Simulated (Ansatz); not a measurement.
MgO:
```cif
data_Mg6O6
_chemical_formula_sum 'Mg6 O6'
_space_group_name_H-M_alt 'P 1'
_space_group_IT_number 1
_cell_length_a 5.59033
_cell_length_b 5.59033
_cell_length_c 5.59033
_cell_angle_alpha 90.000
_cell_angle_beta 90.000
_cell_angle_gamma 90.000
loop_
_space_group_symop_operation_xyz
  'x, y, z'
loop_
_atom_site_label
_atom_site_type_symbol
_atom_site_fract_x
_atom_site_fract_y
_atom_site_fract_z
_atom_site_occupancy
Mg1 Mg 0.25000 0.00000 0.50000 1
Mg2 Mg 0.75000 0.00000 0.50000 1
Mg3 Mg 0.50000 0.75000 0.00000 1
Mg4 Mg 0.50000 0.25000 0.00000 1
Mg5 Mg 0.00000 0.50000 0.75000 1
Mg6 Mg 0.00000 0.50000 0.25000 1
O1 O 0.25000 0.50000 0.00000 1
O2 O 0.75000 0.50000 0.00000 1
O3 O 0.00000 0.75000 0.50000 1
O4 O 0.00000 0.25000 0.50000 1
O5 O 0.50000 0.00000 0.75000 1
O6 O 0.50000 0.00000 0.25000 1
```

Relaxed with PBEsol. Plane-wave PAW PBEsol (Ansatz code) gives a gap of 2.84 eV.

**Question.** What gap does HSE06 give on the same cell (Ansatz, PAW)?

**Answer.** 4.49 eV, 1.66 eV more. The hybrid was solved on a coarser mesh and at special points; its gap is the smallest among all of these.

```csv
k,v1 PBEsol,c1 PBEsol,v1 HSE06,c1 HSE06
Γ,0.00,2.84,0.00,4.49
R,-0.83,6.33,(withheld),(withheld)
M,0.00,5.70,(withheld),(withheld)
X,0.00,4.76,(withheld),(withheld)
```

**Question.** Top valence (v1) and lowest conduction level (c1) in eV from each method's valence maximum (which need not be a listed point): supply the withheld HSE06 values.

**Answer.** 
- R, v1 HSE06: -0.82
- R, c1 HSE06: 8.04
- M, v1 HSE06: 0.00
- M, c1 HSE06: 7.45
- X, v1 HSE06: 0.00
- X, c1 HSE06: 6.43

Cost on shared cores: the PBEsol run (SCF on a 5×5×5 mesh, then bands and DOS) very roughly 110 core-seconds, the HSE06 run (SCF on 3×3×3, then a few points) roughly 3 core-minutes; the tasks are unlike.

Space group Pm-3n. The workflow started from a Materials Project entry (that database holds measured and hypothetical structures alike); the Crystallography Open Database copy checked does not list it. It is not the phase usual at ambient conditions (space group No. 225). The PBEsol relaxation kept the symmetry of its start; phonons on a q-mesh show no instability.

Potentials: the later of the program's two PAW sets.
